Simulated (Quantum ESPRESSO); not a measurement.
W4Mo2TaIr, input and log of a self-consistent run

Simulated, not a measurement. The program is pw.x of Quantum ESPRESSO 7.5 (plane-wave density functional theory). The cell is made up: eight metal atoms on a hexagonal close-packed lattice, with elements, volume, strain and displacements drawn at random and not relaxed, so it may be unstable or far from any real phase. PseudoDojo standard norm-conserving files set the functional (PBE unless stated); there is no spin polarisation or spin-orbit coupling, the Fermi-Dirac width of 0.25 eV means electrons at about 2900 K, and the masses in the input are unused placeholders. Heavy elements are run without spin-orbit coupling, which real alloys of them have. A spin test at this wide smearing found no moment, but such smearing suppresses magnetism that the real alloy may have.

Input:

```
&control calculation='scf', pseudo_dir='./dojo.nc.sr.pbe.v0_5.standard.upf', outdir='./o', disk_io='minimal', tprnfor=.true., tstress=.true. /
&system ibrav=0, nat=8, ntyp=4, nbnd=75, ecutwfc=84.00895049, nosym=.true., tot_charge=0,
 occupations='smearing', smearing='fd', degauss=0.0183746611
/
&electrons conv_thr=1.470e-08, electron_maxstep=70, mixing_beta=0.5 /
ATOMIC_SPECIES
Ir 1.0 Ir.upf
Mo 1.0 Mo.upf
Ta 1.0 Ta.upf
W 1.0 W.upf
CELL_PARAMETERS angstrom
2.8277 -0.0313 0.0223
-0.0543 4.8392 0.0368
0.0707 0.0673 8.7749
ATOMIC_POSITIONS angstrom
W -0.1024 0.0145 0.0309
Mo 0.0935 0.1418 4.3458
W 0.0618 1.5625 2.2584
Ta 0.0308 1.7041 6.6513
W 1.3383 2.4138 0.0665
Ir 1.4402 2.4364 4.4822
Mo 1.3745 3.9604 2.2102
W 1.4232 4.1058 6.6038
K_POINTS automatic
8 5 3 1 1 1
```

The log is shortened where brackets say so; the opening notice, blank lines, dates and the lines on written files are dropped, and the path of the files is cut. It prints rydbergs, bohrs and kilobars, and counts compression as positive stress. Its total energy is the free energy E - TS of the whole cell.

```
     Program PWSCF v.7.5
     Parallel version (MPI & OpenMP), running on       4 processor cores
     Number of MPI processes:                 4
     Threads/MPI process:                     1
     [start-up lines left out]
     bravais-lattice index     =            0
     lattice parameter (alat)  =       5.3441  a.u.
     unit-cell volume          =     810.0992 (a.u.)^3
     number of atoms/cell      =            8
     number of atomic types    =            4
     number of electrons       =       114.00
     number of Kohn-Sham states=           75
     kinetic-energy cutoff     =      84.0090  Ry
     charge density cutoff     =     336.0358  Ry
     scf convergence threshold =      1.5E-08
     mixing beta               =       0.5000
     number of iterations used =            8  plain     mixing
     Exchange-correlation= PBE
                           (   1   4   3   4   0   0   0)
     [axes and pseudopotential details left out]
   Cartesian axes
     site n.     atom                  positions (alat units)
         1        W      tau(   1) = (  -0.0362098   0.0051274   0.0109266  )
         2        Mo     tau(   2) = (   0.0330627   0.0501421   1.5367255  )
         3        W      tau(   3) = (   0.0218532   0.5525182   0.7985965  )
         4        Ta     tau(   4) = (   0.0108912   0.6025896   2.3519771  )
         5        W      tau(   5) = (   0.4732385   0.8535478   0.0235152  )
         6        Ir     tau(   6) = (   0.5092715   0.8615394   1.5849581  )
         7        Mo     tau(   7) = (   0.4860392   1.4004436   0.7815525  )
         8        W      tau(   8) = (   0.5032601   1.4518587   2.3351806  )
     number of k points=    60  Fermi-Dirac smearing, width (Ry)=  0.0184
                       cart. coord. in units 2pi/alat
        k(    1) = (   0.0627399   0.0587414   0.0527571), wk =   0.0333333
        k(    2) = (   0.0644528   0.0603947  -0.1621217), wk =   0.0333333
     [further k points left out]
     Dense  grid:    84361 G-vectors     FFT dimensions: (  32,  54, 100)
     Estimated max dynamical RAM per process >     347.84 MB
     Estimated total dynamical RAM >       1.30 GB
     Initial potential from superposition of free atoms
     starting charge     113.9940, renormalised to     114.0000
     Starting wfcs are   80 randomized atomic wfcs
     total cpu time spent up to now is        6.2 secs
     per-process dynamical memory:   280.3 Mb
     Self-consistent Calculation
     iteration #  1     ecut=    84.01 Ry     beta= 0.50
     Davidson diagonalization with overlap
     ethr =  1.00E-02,  avg # of iterations =  2.7
     total cpu time spent up to now is       21.3 secs
     total energy              =   -1246.52348593 Ry
     estimated scf accuracy    <       2.77785825 Ry
     iteration #  2     ecut=    84.01 Ry     beta= 0.50
     Davidson diagonalization with overlap
     ethr =  2.44E-03,  avg # of iterations =  6.1
     total cpu time spent up to now is       41.0 secs
     total energy              =   -1241.60823977 Ry
     estimated scf accuracy    <     145.11893233 Ry
     iteration #  3     ecut=    84.01 Ry     beta= 0.50
     Davidson diagonalization with overlap
     ethr =  2.44E-03,  avg # of iterations =  5.4
     total cpu time spent up to now is       59.3 secs
     total energy              =   -1247.85524383 Ry
     estimated scf accuracy    <       4.71951931 Ry
     iteration #  4     ecut=    84.01 Ry     beta= 0.50
     Davidson diagonalization with overlap
     ethr =  2.44E-03,  avg # of iterations =  1.8
     total cpu time spent up to now is       71.7 secs
     total energy              =   -1248.13702994 Ry
     estimated scf accuracy    <       2.39151320 Ry
     iteration #  5     ecut=    84.01 Ry     beta= 0.50
     Davidson diagonalization with overlap
     ethr =  2.10E-03,  avg # of iterations =  1.0
     total cpu time spent up to now is       83.3 secs
     total energy              =   -1248.24939555 Ry
     estimated scf accuracy    <       0.16508431 Ry
     [iterations 6 to 13 left out]
     iteration # 14     ecut=    84.01 Ry     beta= 0.50
     Davidson diagonalization with overlap
     ethr =  1.64E-09,  avg # of iterations =  2.0
     total cpu time spent up to now is      234.8 secs
     total energy              =   -1248.27127716 Ry
     estimated scf accuracy    <       0.00000478 Ry
     iteration # 15     ecut=    84.01 Ry     beta= 0.50
     Davidson diagonalization with overlap
     ethr =  1.64E-09,  avg # of iterations =  1.2
     total cpu time spent up to now is      250.8 secs
     total energy              =   -1248.27127744 Ry
     estimated scf accuracy    <       0.00000178 Ry
     iteration # 16     ecut=    84.01 Ry     beta= 0.50
     Davidson diagonalization with overlap
     ethr =  1.56E-09,  avg # of iterations =  1.0
     total cpu time spent up to now is      266.2 secs
     total energy              =   -1248.27127753 Ry
     estimated scf accuracy    <       0.00000007 Ry
     iteration # 17     ecut=    84.01 Ry     beta= 0.50
     Davidson diagonalization with overlap
     ethr =  5.72E-11,  avg # of iterations =  2.2
     total cpu time spent up to now is      284.8 secs
     total energy              =   -1248.27127753 Ry
     estimated scf accuracy    <       0.00000012 Ry
     iteration # 18     ecut=    84.01 Ry     beta= 0.50
     Davidson diagonalization with overlap
     ethr =  5.72E-11,  avg # of iterations =  1.1
     total cpu time spent up to now is      300.1 secs
     End of self-consistent calculation
     [lines on levels left out]
!    total energy              =   -1248.27127754 Ry
     estimated scf accuracy    <          5.9E-09 Ry
     smearing contrib. (-TS)   =      -0.13252532 Ry
     internal energy E=F+TS    =   -1248.13875222 Ry
     The total energy is F=E-TS. E is the sum of the following terms:
     one-electron contribution =    -138.45505566 Ry
     hartree contribution      =     145.05069720 Ry
     xc contribution           =    -248.03083393 Ry
     ewald contribution        =   -1006.70355983 Ry
     convergence has been achieved in  18 iterations
     Forces acting on atoms (cartesian axes, Ry/au):
     atom    1 type  4   force =     0.00559295   -0.01708930    0.01049722
     atom    2 type  2   force =    -0.00200615   -0.05735121    0.00764915
     atom    3 type  4   force =    -0.00944562    0.01318012    0.02690631
     atom    4 type  3   force =    -0.00653546    0.00145954   -0.06235160
     atom    5 type  4   force =    -0.00158177    0.01471741    0.03147042
     atom    6 type  1   force =     0.01301525    0.02596143   -0.03438356
     atom    7 type  2   force =     0.00585450    0.01191716    0.04502387
     atom    8 type  4   force =    -0.00489371    0.00720486   -0.02481180
     Total force =     0.121798     Total SCF correction =     0.000442
     Computing stress (Cartesian axis) and pressure
          total   stress  (Ry/bohr**3)                   (kbar)     P=      278.69
   0.00141564   0.00017371   0.00001563          208.25       25.55        2.30
   0.00017371   0.00183625  -0.00012516           25.55      270.12      -18.41
   0.00001563  -0.00012516   0.00243154            2.30      -18.41      357.69
     init_run     :      5.66s CPU      5.86s WALL (       1 calls)
     electrons    :    288.58s CPU    293.91s WALL (       1 calls)
     forces       :      2.75s CPU      2.76s WALL (       1 calls)
     stress       :      9.45s CPU      9.45s WALL (       1 calls)
     [timing details left out]
     PWSCF        :   5m 6.73s CPU   5m12.34s WALL
     JOB DONE.
```

In other units: free energy -16983.596 eV for the cell, pressure 27.87 GPa, largest force component 1.603 eV/Å in size. The run took 314 s of wall time with four MPI processes on a shared machine (Intel Xeon, 2023 or later, virtual cores), so the time is rough. A rerun of this cell at a higher cutoff and on a denser mesh moved values by no more than 0.010 eV in energy, 0.16 GPa in stress and 0.011 eV/Å in force, and a second program with other atomic files agreed on that cell to 2 % rms in force and 0.5 GPa in pressure.